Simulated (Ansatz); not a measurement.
Rigid (100) slab of Ag, space group Fm-3m (No. 225):

```yaml
crystal:
  lattice:
    - [2.86690, 0.00000, 0.00000]
    - [0.00000, 2.86690, 0.00000]
    - [0.00000, 0.00000, 23.08162]
  atoms:
    - { symbol: Ag, position: [0.50000, 0.50000, 0.36826] }
    - { symbol: Ag, position: [0.00000, 0.00000, 0.45609] }
    - { symbol: Ag, position: [0.50000, 0.50000, 0.54421] }
    - { symbol: Ag, position: [0.00000, 0.00000, 0.63017] }
```

These are results of DFT PBEsol, scalar-relativistic, plane waves, PAW (Ansatz), not measurements. Cutoff 420 eV; k points 10×10×1 on the computed 5-atom cell (Γ-centred); Gaussian smearing, width 0.10 eV; no spin polarisation. The cell repeats along c with a dipole correction in the vacuum.

An adatom of O is held over the places (i/3, j/3) of the 1×1 surface cell, counted from the highest atom (Ag), and only its height relaxes; one adatom per 8.2 Å². This grid misses the bridge places.

Q: What is the energy landscape, counted from the lowest point of this grid?

A: Energies in eV:

| i | j=0 | j=1 | j=2 |
| --- | --- | --- | --- |
| 0 | 0.69 | 0.34 | 0.34 |
| 1 | 0.34 | 0.00 | 0.00 |
| 2 | 0.34 | 0.00 | 0.00 |

Heights over the highest slab atom in Å:

```csv
i,j=0,j=1,j=2
0,1.94,1.65,1.65
1,1.65,1.32,1.32
2,1.65,1.32,1.32
```

Spin polarisation was left out, and a magnetic state may lie lower.